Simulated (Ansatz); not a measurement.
# Solid CH2ClF: from lattice energy to sublimation

All numbers below come from DFT PBE+D3(BJ), scalar-relativistic, plane waves, PAW in Ansatz.

Settings: cutoff 420 eV, Γ-centred mesh 4×6×4 on the computed 10-atom cell, Gaussian smearing of 0.02 eV; no spin polarisation.

```cif
data_structure
_symmetry_space_group_name_H-M 'P2_1'
_symmetry_Int_Tables_number 4
_cell_length_a 5.0266
_cell_length_b 4.2096
_cell_length_c 6.9823
_cell_angle_alpha 90.000
_cell_angle_beta 107.750
_cell_angle_gamma 90.000
_cell_volume 140.71
loop_
_atom_site_label
_atom_site_type_symbol
_atom_site_symmetry_multiplicity
_atom_site_Wyckoff_symbol
_atom_site_fract_x
_atom_site_fract_y
_atom_site_fract_z
_atom_site_occupancy
H1 H 2 a 0.27203 0.38505 0.15454 1
H2 H 2 a 0.56599 0.12017 0.27039 1
C1 C 2 a 0.34146 0.14136 0.19525 1
Cl1 Cl 2 a 0.16398 0.99822 0.36464 1
F1 F 2 a 0.26998 0.95571 0.02408 1
```

The relaxed cell holds 2 CH2ClF at 70.4 Å³ each. Per molecule the crystal lies 0.3520 eV below the molecule frozen in its crystal shape, and that shape lies 0.0030 eV above the relaxed free molecule.

Question: Put the lattice energy together, estimate the enthalpy of sublimation and the cohesive energy density, and say what binds the crystal.

Answer: E_latt = −0.3520 + 0.0030 = -0.3490 eV = -33.7 kJ/mol: the molecule pays 0.8 % of its binding as strain. For rigid molecules with classical lattice modes the gas has 3 RT of translation and rotation plus RT of pV, the crystal 6 RT in its lattice modes, so ΔH_sub ≈ −E_latt − 2RT = 33.7 − 5.0 = 28.7 kJ/mol at 298 K (a solid that melts lower is measured colder, with a smaller RT term). The cohesive energy density is −E_latt per molar volume, 33.7 kJ/mol / 42.4 cm³/mol = 795 MPa, and its root, 28 MPa^½, is the solid's counterpart of a solubility parameter (the liquid's is smaller). The D3 term adds -0.245 eV between molecules, 70 % of the binding at this geometry. The share depends on the functional that the correction is paired with. The Kohn–Sham gap is 6.46 eV in the free molecule, 6.44 eV in the molecule frozen in its crystal shape and 5.98 eV on the crystal's mesh. From the frozen molecule to the crystal it shows a narrowing, by band width and the neighbours' field; the polarisation that lowers true ionisation gaps in solids isn't in these levels.

Quantum lattice modes, thermal expansion and changes of the internal vibrations are left out, each worth up to a few kJ/mol.

Cost: 3 runs of about 2.5 core-minutes in all, on Arm Neoverse V2 (shared hosts).